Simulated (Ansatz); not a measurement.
# Beta-gallia alloy of Ga2O3 and Al2O3 (3 of 48 Ga sites exchanged), 120 atoms

Ansatz, PAW, plane waves. PBEsol relaxation of cell lengths and atoms (angles held) at the single k point (¼, ¼, ¼) without its symmetry partners; single points on the relaxed atoms at the Γ point alone, onto which points of the small cell's zone fold. Arrangement: quasirandom. No spin–orbit coupling unless named.

Relaxed structure:

```xyz
120
Lattice="12.2532 0.0000 -0.0004 0.0000 9.1192 0.0000 -2.7547 0.0000 11.2668" Properties=species:S:1:pos:R:3 pbc="T T T"
Ga    4.7300    1.5210    1.1475
Ga    4.7322    4.5607    1.1531
Ga    3.3684    4.5473    6.7903
Ga    4.7317    7.6045    1.1509
Ga    3.3689    7.6145    6.7948
Ga    1.5144    1.5252    1.7769
Ga    0.1448    1.5217    7.3967
Ga    1.5106    4.5589    1.7783
Ga    0.1334    4.5591    7.3954
Ga    1.5118    7.6016    1.7792
Ga    0.1313    7.6044    7.3971
Ga   -0.0197    0.0148    4.4682
Ga   -1.3603    0.0034   10.1125
Ga   -0.0166    3.0310    4.4663
Ga   -1.3583    3.0410   10.1113
Ga    0.0089    6.0794    4.4742
Ga   -1.3641    6.0818   10.1144
Ga   10.8528    0.0081    1.1567
Ga    9.4735    0.0139    6.7677
Ga   10.8467    3.0377    1.1577
Ga    9.4801    3.0295    6.7683
Ga   10.8509    6.0806    1.1535
Ga    9.4879    6.0824    6.7886
Ga    7.6429    0.0085    1.7785
Ga    6.2380    0.0081    7.4030
Ga    7.6347    3.0380    1.7937
Ga    6.2414    3.0452    7.3861
Ga    7.6362    6.0806    1.7868
Ga    6.2599    6.0714    7.3834
Ga    3.2359    0.0138    3.8834
Ga    1.8658    0.0033    9.4818
Ga    3.2525    3.0356    3.8833
Ga    1.8655    3.0422    9.4821
Ga    3.2567    6.0761    3.8626
Ga    1.8582    6.0816    9.4948
Ga    6.1455    1.5369    4.4737
Ga    4.7643    1.5233   10.1171
Ga    4.7710    4.5627   10.1256
Ga    6.1239    7.5902    4.4713
Ga    4.7708    7.6008   10.1234
Ga    7.9825    1.5232    9.4861
Ga    9.3435    4.5488    3.8770
Ga    7.9830    4.5577    9.4857
Ga    9.3536    7.6144    3.8740
Ga    7.9797    7.6052    9.4880
Al    3.3575    1.5219    6.7927
Al    6.1366    4.5599    4.4736
Al    9.3598    1.5217    3.8366
O     2.9294    1.5278    5.0719
O     1.4991    1.5226   10.6372
O     2.8787    4.5616    5.0210
O     1.4914    4.5604   10.6480
O     2.9022    7.5956    5.0191
O     1.4906    7.6040   10.6465
O     3.4080    1.5269    2.4770
O     2.0593    1.5219    8.0499
O     3.4015    4.5587    2.4675
O     2.0254    4.5615    8.0943
O     3.4058    7.5991    2.4706
O     2.0250    7.6013    8.0951
O    11.2145    1.5229    4.1692
O    -2.3590    1.5230    9.8273
O    -0.9955    4.5637    4.1884
O    -2.3575    4.5599    9.8199
O    -0.9915    7.5984    4.1859
O    -2.3591    7.6029    9.8200
O     1.8829    0.0020    0.6202
O     0.4954    0.0036    6.2332
O     1.8851    3.0430    0.6174
O     0.4913    3.0390    6.2337
O     1.8734    6.0811    0.6195
O     0.4958    6.0827    6.2450
O     9.0250    0.0599    4.9871
O     7.6148    0.0040   10.6489
O     9.0238    2.9815    4.9901
O     7.6124    3.0426   10.6475
O     8.9821    6.0844    5.0228
O     7.6145    6.0800   10.6441
O     1.3454    0.0111    3.1839
O    -0.0240    0.0071    8.7969
O     1.3459    3.0331    3.1814
O    -0.0230    3.0381    8.7961
O     1.3487    6.0820    3.1728
O    -0.0348    6.0823    8.7962
O     9.5329    0.0538    2.4858
O     8.1449    0.0021    8.0879
O     9.5264    2.9964    2.4888
O     8.1423    3.0473    8.0807
O     9.5184    6.0742    2.4715
O     8.1412    6.0759    8.0864
O     5.7317    0.0046    1.4393
O     4.3146    0.0563    7.0683
O     5.7280    3.0388    1.4441
O     4.3141    2.9872    7.0707
O     5.7292    6.0831    1.4429
O     4.3466    6.0808    7.0866
O     5.1552    0.0085    4.1772
O     3.7722    9.1188    9.8287
O     5.1858    3.0920    4.1938
O     3.7715    3.0462    9.8306
O     5.1836    6.0268    4.1951
O     3.7714    6.0812    9.8399
O     7.9997    1.5261    0.6223
O     6.6213    1.5219    6.2476
O     8.0073    4.5569    0.6364
O     6.5696    4.5539    6.1937
O     8.0171    7.6035    0.6275
O     6.6032    7.6087    6.2449
O     7.5135    1.5228    3.1970
O     6.0917    1.5243    8.8007
O     7.4411    4.5539    3.2197
O     6.0859    4.5567    8.7896
O     7.4746    7.6088    3.1729
O     6.0884    7.6055    8.7960
O    11.8599    1.5246    1.4329
O    10.4821    1.5203    7.0889
O    11.8469    4.5581    1.4435
O    10.4734    4.5546    7.0623
O    11.8472    7.6034    1.4440
O    10.4718    7.6106    7.0624
```

Task: What are the mean bond lengths by pair (pairs within 1.2 times the sum of covalent radii, less contacts 15 % beyond the pair's median; cation–cation pairs of compounds aside; long ionic contacts are cut short by that bound)?

Result: Al–O 1.848 ± 0.085 Å (standard deviation, 14 bonds); Ga–O 1.942 ± 0.088 Å (standard deviation, 226 bonds).

Task: What gap lies between the top filled and the lowest empty level in the single points?

Result: HSE06 4.26 eV (4.3 min on NVIDIA H100).
